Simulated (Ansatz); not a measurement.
A distorted cell of Hf (hcp, Mg type):

```yaml
crystal:
  lattice:
    - [6.39583, 0.00000, 0.00000]
    - [-1.59896, 2.76947, 0.00000]
    - [0.00000, 0.00000, 5.04735]
  atoms:
    - { symbol: Hf, position: [0.16667, 0.66667, 0.75000] }
    - { symbol: Hf, position: [0.66667, 0.66667, 0.75000] }
    - { symbol: Hf, position: [0.33333, 0.33333, 0.13826] }
    - { symbol: Hf, position: [0.83333, 0.33333, 0.25000] }
```

Computed with r2SCAN (plane waves to 500 eV, PAW, scalar-relativistic; Ansatz, a quantum-chemistry and plane-wave program). k mesh 13×13×8 (Γ-centred), Fermi-Dirac smearing 0.05 eV. E stands for the smeared free energy. Stress and pressure are positive under compression. With partly filled bands, energies and forces of such displacements shift with the k mesh and the smearing. Hf is run without spin polarisation. Hf was relaxed with its symmetry unable to fall. Spin-orbit coupling is left out, though Hf is heavy.

Task: Predict the force on every atom, in eV/Å.

Result: 
| atom | Fx | Fy | Fz |
|---|---|---|---|
| Hf1 | -1.331 | -0.768 | -3.726 |
| Hf2 | 1.015 | 0.586 | -1.110 |
| Hf3 | 0.229 | 0.132 | 5.296 |
| Hf4 | 0.087 | 0.050 | -0.460 |

Task: What is the stress tensor (GPa)?

Result: 
```
    3.0      0.2      0.7
    0.2      2.8      0.4
    0.7      0.4     10.6
```
The pressure, a third of the trace, is 5.4 GPa.

Task: In it atom 3 sits (0.000, 0.000, -0.564) Å away from its relaxed site. What is its energy relative to the relaxed cell?

Result: 1253 meV/cell.

(A displaced cell: forces are minus the slopes of the energy, force constants its curvatures, and phonons follow from these.)
